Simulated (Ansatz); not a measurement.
Starting cell, PtS₂ (CdI2 type):

```
PtS2
1.0
    3.55249     0.00000     0.00000
   -1.77625     3.07655     0.00000
    0.00000     0.00000     5.12751
Pt S
1 2
Direct
  0.00000   0.00000   0.00000
  0.33333   0.66667   0.23909
  0.66667   0.33333   0.76091
```

In this cell atom 2 (S, nearest neighbour Pt at 2.389 Å; its periodic images, 3.6 Å or more away, move with it) is moved by s along Cartesian x, unit vector (1.000, 0.000, 0.000); all other atoms and the cell stay fixed.

These are r2SCAN+rVV10 (plane waves to 500 eV, PAW, scalar-relativistic; Ansatz, a program for electronic structure) values and carry that method's errors. k mesh 9×9×5 (Γ-centred), Fermi-Dirac smearing 0.05 eV. The energy includes the smearing's −TS. As the smearing reaches across the gap at some points, energies and forces of such displacements shift with the k mesh and the smearing. PtS2 is run without spin polarisation. PtS2 was relaxed with its symmetry unable to fall. Spin-orbit coupling is left out, though Pt is heavy. The PAW data are Ansatz's earlier set. ΔE is measured from the undisplaced structure. The last digit holds for this mesh only.

| s (Å) | ΔE (meV/cell) |
|---|---|
| -0.720 | withheld |
| -0.576 | 1682.9 |
| -0.432 | 933.6 |
| -0.288 | 409.8 |
| -0.144 | 101.6 |
| 0.000 | 0.0 |
| 0.144 | 101.6 |
| 0.288 | 409.8 |
| 0.432 | 933.6 |
| 0.576 | 1682.9 |
| 0.720 | withheld |

Task: Fit an even polynomial form (powers 2, 4, 6) to the given rows and predict ΔE at s = -0.720.

Result: Least squares on the 9 given rows: ΔE = (4884)·s² + (720.2)·s⁴ + (-461.2)·s⁶, in meV/cell with s in Å; root-mean-square residual 0.04 meV/cell. At -0.720 the fit gives 2661.2 meV/cell; the calculation gives 2647.9 meV/cell, so the extrapolation is off by 13.3 (+0.5 %). The quadratic term alone would give 2531.9 meV/cell.

(A displaced cell: forces are minus the slopes of the energy, force constants its curvatures, and phonons follow from these.)
